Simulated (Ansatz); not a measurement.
Squeezing LuSb

```yaml
crystal:
  lattice:
    - [0.00000, 3.03933, 3.03933]
    - [3.03933, 0.00000, 3.03933]
    - [3.03933, 3.03933, 0.00000]
  atoms:
    - { symbol: Lu, position: [0.00000, 0.00000, 0.00000] }
    - { symbol: Sb, position: [0.50000, 0.50000, 0.50000] }
```

The base volume is that of a database entry, with shape and atoms relaxed on PAW files at held volume, so it needn't be at zero pressure; the structure needn't be the stable phase, at rest or compressed.

Its volume is scaled, and at each volume shape and atoms are relaxed on PAW files; all methods then take that cell.

All numbers are LDA results (scalar-relativistic) from Ansatz 0.2.0, with a Γ-centred 10×10×10 k mesh, Fermi–Dirac smearing of 0.05 eV, no spin polarisation. Methods: LAPW: all electrons, basis error target 1 meV/atom; PAW: frozen-core files, cutoff 420 eV.

Energies are extrapolated to zero smearing and count from the unscaled cell; pressure is positive in compression; gaps take the mesh and a band path. No temperature or zero-point motion is included.

Spin–orbit coupling is left out, which matters for the heavy atoms. The PAW files were made under PBE.

```tsv
V/V0	V (Å³/atom)	P LAPW (GPa)	ΔE LAPW (eV/atom)	P PAW − LAPW (GPa)	ΔE PAW − LAPW (meV/atom)	space group	shortest distance (Å)
1.00	28.08	?	0.000	-0.02	0.0	Fm-3m	3.039
0.80	22.46	14.55	0.111	-0.02	-0.6	Fm-3m	2.821
0.60	16.85	76.1	1.481	-0.04	-1.2	Fm-3m	2.563
0.40	11.23	338.2	7.506	0.07	-3.4	Fm-3m	?
```

Question: Fill in "shortest distance (Å)" for the row "0.40".

Answer: 2.239.

Question: Give the missing entry: row "1.00", column "P LAPW (GPa)".

Answer: -4.74.

Question: From the table, what is the rise of the enthalpy H = E + pV up to the last row, and how stiff is the crystal between the last two rows?

Answer: ΔH = 7.506 eV + (338.2 GPa × 11.23 Å³ + 4.74 GPa × 28.08 Å³) × 0.006242 eV/(GPa·Å³) = 32.04 eV/atom, of which pV makes 77 %. The mean bulk modulus there is −ΔP/Δln V = 647 GPa.

Question: How do the Löwdin populations by LAPW change from the unscaled cell to the last row?

Answer: Lu 5s 1.98 → 1.85, Lu 6s 0.53 → 0.42, Lu 5p 5.99 → 5.88, Lu 5d 2.16 → 4.44, Lu 4f 13.99 → 13.91, Sb 4s 1.98 → 1.91, Sb 5s 1.52 → 1.03, Sb 4p 5.99 → 5.96, Sb 5p 3.83 → 2.60, Sb 4d 9.99 → 9.95 electrons an atom. These are projections on the shells that the free atoms fill; 0.05 e a cell lies outside them at the start and 0.07 e at the end.
